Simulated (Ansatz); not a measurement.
# Spin-resolved density of states of Cr (Im-3m)

Geometry: a structure from the Materials Project; nothing is relaxed.

Functional, mesh and filling: PBE, 11×11×11 k mesh, Fermi–Dirac smearing of 0.05 eV. LAPW is all-electron LAPW in Ansatz 0.2.0. Site moments are integrated in spheres about the atoms. DFT+U (Dudarev's form): U = 3.0 eV on Cr d.

The run was typed so:

```yaml
crystal:
  lattice:
    - [2.9688993551, 0.0, 0.0]
    - [0.0, 2.9688993551, 0.0]
    - [0.0, 0.0, 2.9688993551]
  atoms:
    - { symbol: Cr, position: [0.0, 0.0, 0.0], spin: -3.0 }
    - { symbol: Cr, position: [0.5, 0.5, 0.5], spin: 3.0 }
magnetization:
  spin_polarized: true
kpoints:
  mp_grid: { grid: [11, 11, 11] }
scf:
  occupations: { method: fermi_dirac, width: 0.05 }
hamiltonian:
  xc: pbe
  pseudopotentials: { kind: all_electron, lapw: { basis_error: 0.001 } }
  hubbard: { sites: [{ species: Cr, l: d, u_eff: 3 }] }
output:
  forces: true
  stress: true
  eigenvalues: true
  hubbard: { sites: [{ species: Cr, l: d }] }
  populations: true
  dos: { projected: true, de: 0.1, e_range: [-10, 8] }
```

Command: `ansatz run input.yaml --threads 1 --pin off --max-ram 3072MiB --backend cpu --events-out ev --progress --plain --runs-dir out`

Question: Give the density of states by spin, smoothed by a Gaussian of 0.15 eV.

Answer: 
```
E − E_F (eV)  majority (states/eV/cell)  minority (states/eV/cell)
       -7.00                       0.08                       0.08
       -6.75                       0.10                       0.10
       -6.50                       0.12                       0.12
       -6.25                       0.14                       0.14
       -6.00                       0.16                       0.16
       -5.75                       0.20                       0.20
       -5.50                       0.26                       0.26
       -5.25                       0.46                       0.46
       -5.00                       0.86                       0.86
       -4.75                       0.94                       0.94
       -4.50                       0.77                       0.77
       -4.25                       1.23                       1.23
       -4.00                       1.99                       1.99
       -3.75                       1.94                       1.94
       -3.50                       1.59                       1.59
       -3.25                       1.64                       1.64
       -3.00                       1.94                       1.94
       -2.75                       2.17                       2.17
       -2.50                       2.02                       2.02
       -2.25                       1.56                       1.56
       -2.00                       0.98                       0.98
       -1.75                       0.58                       0.58
       -1.50                       0.46                       0.46
       -1.25                       0.44                       0.44
       -1.00                       0.36                       0.36
       -0.75                       0.31                       0.31
       -0.50                       0.33                       0.33
       -0.25                       0.19                       0.19
        0.00                       0.06                       0.06
        0.25                       0.16                       0.16
        0.50                       0.62                       0.62
        0.75                       0.77                       0.77
        1.00                       0.53                       0.53
        1.25                       0.60                       0.60
        1.50                       0.81                       0.81
        1.75                       1.03                       1.03
        2.00                       1.33                       1.33
        2.25                       1.63                       1.63
        2.50                       1.58                       1.58
        2.75                       1.37                       1.37
        3.00                       1.32                       1.32
        3.25                       1.19                       1.19
        3.50                       0.95                       0.95
        3.75                       1.41                       1.41
        4.00                       2.23                       2.23
        4.25                       1.28                       1.28
        4.50                       0.57                       0.57
```
Site moments (μB): Cr1 -3.46, Cr2 3.46. Cell moment 0.00 μB.

Löwdin populations of d and f shells (filled inner shells left out):

```tsv
shell	up	down
Cr1 3d	0.61	4.47
Cr2 3d	4.47	0.61
```

This cell lies far from its zero-pressure volume, so the numbers describe the cell as given rather than the relaxed compound. These are results for the start and cell typed. The real compound can order otherwise, in a larger cell, or not at all, since semilocal functionals at zero temperature often overstate magnetism.
